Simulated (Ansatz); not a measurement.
Values for one crystal, relaxed and computed with r²SCAN (plane waves, PAW; program Ansatz); other levels are named.

Volume per atom: 22.27 Å³
Electronic character: metallic (no gap)
Density of states at the Fermi level: 0.33 states/eV per atom (mean over ±0.08 eV)
Formation energy from the elements (no fitted shifts): -0.31 eV/atom

Problem. Which of these materials gives this?
(A) TiCo, CsCl type
(B) LaHg, CsCl type
(C) LiPb, CsCl type
(D) LuPd, CsCl type

Solution. C, LiPb, CsCl type

Space group Pm-3m (CsCl type). The first step of the workflow began from a Materials Project structure, measured or hypothetical; the Crystallography Open Database files this formula in space group No. 221, but the cells were not matched. Whether it is the stable phase at ambient conditions was not checked. Symmetry was held in the r²SCAN relaxation; whether a distortion lowers the energy is not shown. The references are the lowest solids computed at this level, not always the standard phases. Scalar-relativistic: spin–orbit coupling is off unless named, which matters more the heavier the elements.

Potentials: the later of the program's two PAW sets.
